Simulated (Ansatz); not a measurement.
A geometry of Mg3Sb2 away from equilibrium: the start of the relaxation of a relaxed Mg3Sb2 cell with every coordinate shifted by Gaussian noise of σ = 0.3 Å. The numbers are results of r2SCAN (plane waves to 500 eV, PAW, scalar-relativistic; Ansatz, a first-principles code), not measurements. Γ-centred k-mesh 8×8×5 on the run's cell (coarser than for final values), Fermi–Dirac smearing 0.05 eV.

```xyz
5
Lattice="4.5678 0.0000 0.0000 -2.2839 3.9558 0.0000 0.0000 0.0000 7.2456" Properties=species:S:1:pos:R:3:forces:R:3 pbc="T T T" free_energy=-18778.130 pressure_GPa=6.1
Sb     0.6517     2.1654     1.4067   -0.1273    1.5510   -0.3747
Sb     2.3521     1.6381     5.5377    2.7472   -2.2518   -0.1286
Mg     0.0928    -0.0617    -0.2668    0.0035    0.7227   -0.0083
Mg     0.4892     2.6709     4.3741   -2.2664    1.1295   -1.0383
Mg     2.9462     1.6449     2.2421   -0.3569   -1.1514    1.5499
```

Positions in Å, forces in eV/Å, free energy of the cell in eV (comparable only within this code, potentials and settings). Largest force: 3.55 eV/Å, on Sb2 (atoms numbered as listed); the geometry lies 0.36 eV/atom above the end of its relaxation.

No spin polarisation in the result.
